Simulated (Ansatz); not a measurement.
Given:

BN:
```xyz
4
Lattice="2.5433 0.0000 0.0000 -1.2717 2.2026 0.0000 0.0000 0.0000 4.2068" Properties=species:S:1:pos:R:3 pbc="T T T"
B      1.2717     0.7342     4.2059
B      0.0000     1.4684     2.1025
N      1.2717     0.7342     2.6301
N      0.0000     1.4684     0.5267
```

This is the r²SCAN-relaxed structure.

Task: All from plane-wave PAW r²SCAN (Ansatz code), unless another level is named. Predict the static dielectric constant ε0 (ions relaxed, cell fixed).

Result: 6.68 (xx = yy), 7.24 (zz).

Task: What about the largest static χ(2) component?

Result: 5.2 pm/V.

Task: What about the Bader charges?

Result: B +2.25, N -2.25 e.

Task: And the electronic dielectric constant ε∞ (DFPT)?

Result: 4.41 (xx = yy), 4.57 (zz).

Space group P6_3mc (wurtzite). The cell was relaxed with r²SCAN under the symmetry of its start.

Potentials: the earlier of the program's two PAW sets.
